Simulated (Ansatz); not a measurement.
Bands of MnHg

```xyz
2
Lattice="3.3150 0.0000 0.0000 0.0000 3.3150 0.0000 0.0000 0.0000 3.3150" Properties=species:S:1:pos:R:3 pbc="T T T"
Mn    1.6575    1.6575    1.6575
Hg    0.0000    0.0000    0.0000
```

Atoms are numbered in the order listed.

The cell is COD entry 1522376, as deposited and not checked against the literature; nothing was relaxed.

Other magnetic orders may lie lower; this is the state that the run reached.

No spin–orbit coupling, which matters for the heavy atoms here.

Computed with DFT, PBE, all-electron LAPW, scalar-relativistic in Ansatz 0.2.0.

The runs use a Γ-centred 10×10×10 k mesh, Fermi–Dirac smearing of 0.08 eV, basis error target 0.25 meV/atom, spin-polarised from start moments Mn1 4 μB, ending with a cell moment of 3.90 μB.

Points in fractions of the reciprocal vectors of this cell: Γ (0, 0, 0), X (0, 0.5, 0), M (0.5, 0.5, 0), R (0.5, 0.5, 0.5). The path joins them by straight lines in the order Γ–X–M–Γ–R–X–R–M; legs that retrace an earlier one aren't tabulated. Energies are in eV from the Fermi level.

List the spin-down levels at R between -20 and 4.5 eV.

-8.06 (×3), -6.49 (×2), -1.58 (×3), 0.32, 1.93 (×2).

List the spin-up levels at X between -20 and 4.5 eV.

-8.15, -7.97, -7.44 (×2), -6.97, -5.25, -5.01, -3.29, -2.75 (×2), -2.27, -1.57.

List the spin-down levels at Γ between -20 and 4.5 eV.

-9.44, -8.25 (×2), -7.07 (×3), 0.33 (×2), 1.49 (×3).

What is the band gap?

none: bands cross the Fermi level, a metal.
